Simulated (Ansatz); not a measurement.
Geometry optimisation in Ansatz: input, command and trajectory.

```yaml
crystal:
  lattice:
    - [0.0, 1.9850569796, 1.9850569796]
    - [1.9850569796, 0.0, 1.9850569796]
    - [1.9850569796, 1.9850569796, 0.0]
  atoms:
    - { symbol: Pt, position: [0.0, 0.0, 0.0] }
basis:
  ecutwfc: 420
kpoints:
  mp_grid: { grid: [18, 18, 18] }
hamiltonian:
  xc: lda
scf:
  occupations: { method: gaussian, width: 0.1 }
output:
  forces: true
  stress: true
  eigenvalues: true
relax:
  adjacent_minimum: "off"
  f_tol: 0.005
  max_steps: 50
  cell: { stress_tol: 0.05 }
```

```bash
ansatz run input.yaml --threads 1 --pin off --max-ram 2560MiB --backend cpu --events-out ev --progress --plain --runs-dir out
```

These are results of Ansatz 0.2.0, DFT LDA, scalar-relativistic, plane waves, PAW, not measurements.

Of 6 frames 6 are shown, positions in Å and forces in eV/Å; the SCF threshold varies from step to step. Steps run on the plane waves of an earlier cell, with a Pulay correction in the pressure. The basis is chosen afresh for the last frame, the zero of the energies, and at times for earlier ones too; energy and pressure step there, also at an unchanged geometry. The mark taken_back stands on steps that the optimiser undid.

```xyz
1
Lattice="0.0000 1.9851 1.9851 1.9851 0.0000 1.9851 1.9851 1.9851 0.0000" Properties=species:S:1:pos:R:3:forces:R:3 pbc="T T T" step=1 free_energy_over_end_meV_per_atom=45.02 pressure_GPa=-15.31
Pt    0.0000    0.0000    0.0000    0.0000    0.0000    0.0000
1
Lattice="0.0000 1.8883 1.8883 1.8883 0.0000 1.8883 1.8883 1.8883 0.0000" Properties=species:S:1:pos:R:3:forces:R:3 pbc="T T T" step=2 free_energy_over_end_meV_per_atom=130.75 pressure_GPa=35.86 taken_back
Pt    0.0000    0.0000    0.0000    0.0000    0.0000    0.0000
1
Lattice="0.0000 1.9540 1.9540 1.9540 0.0000 1.9540 1.9540 1.9540 0.0000" Properties=species:S:1:pos:R:3:forces:R:3 pbc="T T T" step=3 free_energy_over_end_meV_per_atom=1.48 pressure_GPa=-3.30
Pt    0.0000    0.0000    0.0000    0.0000    0.0000    0.0000
1
Lattice="0.0000 1.9470 1.9470 1.9470 0.0000 1.9470 1.9470 1.9470 0.0000" Properties=species:S:1:pos:R:3:forces:R:3 pbc="T T T" step=4 free_energy_over_end_meV_per_atom=-0.28 pressure_GPa=-0.06
Pt    0.0000    0.0000    0.0000    0.0000    0.0000    0.0000
1
Lattice="0.0000 1.9468 1.9468 1.9468 0.0000 1.9468 1.9468 1.9468 0.0000" Properties=species:S:1:pos:R:3:forces:R:3 pbc="T T T" step=5 free_energy_over_end_meV_per_atom=-0.28 pressure_GPa=0.00
Pt    0.0000    0.0000    0.0000    0.0000    0.0000    0.0000
1
Lattice="0.0000 1.9468 1.9468 1.9468 0.0000 1.9468 1.9468 1.9468 0.0000" Properties=species:S:1:pos:R:3:forces:R:3 pbc="T T T" step=6 free_energy_over_end_meV_per_atom=0.00 pressure_GPa=0.01
Pt    0.0000    0.0000    0.0000    0.0000    0.0000    0.0000
```

The run took 6.9 s on 1 thread of Intel(R) Xeon(R) 6975P-C (Granite Rapids), with other jobs on the host, peak memory 0.38 GiB.

Spin–orbit coupling is left out, which can shift energies with elements as heavy as these.